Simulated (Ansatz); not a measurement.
**Question.** Each is relaxed and computed with plane-wave PAW r²SCAN (Ansatz code). Which alone has a direct gap?
A. BaAlSiH, P3m1 (Ba on 1a, Al on 1c, Si on 1b, H on 1c)
B. BiClO, P4/nmm (Bi on 2c, Cl on 2c, O on 2a)
C. BaAlGeH, P3m1 (Ba on 1b, Al on 1a, Ge on 1c, H on 1a)
D. BaHCl, P4/nmm (Ba on 2c, H on 2a, Cl on 2c)

**Answer.** D, BaHCl, P4/nmm (Ba on 2c, H on 2a, Cl on 2c). BaHCl: gap 3.79 eV (direct); BiClO: gap 2.99 eV (indirect); BaAlSiH: gap 0.96 eV (indirect); BaAlGeH: gap 1.02 eV (indirect). Standing as an ambient phase not checked: BaHCl, P4/nmm (Ba on 2c, H on 2a, Cl on 2c); BiClO, P4/nmm (Bi on 2c, Cl on 2c, O on 2a); BaAlSiH, P3m1 (Ba on 1a, Al on 1c, Si on 1b, H on 1c); BaAlGeH, P3m1 (Ba on 1b, Al on 1a, Ge on 1c, H on 1a). Weakly bound layers, chains or molecules computed without a dispersion correction, so cells and soft constants are ill determined: BiClO, P4/nmm (Bi on 2c, Cl on 2c, O on 2a). All cells were relaxed under the symmetry of their starts (and spin orders); stability against distortions was not tested throughout. Scalar-relativistic: spin–orbit coupling is off unless named, which matters more the heavier the elements.

Potentials: the later of the program's two PAW sets.
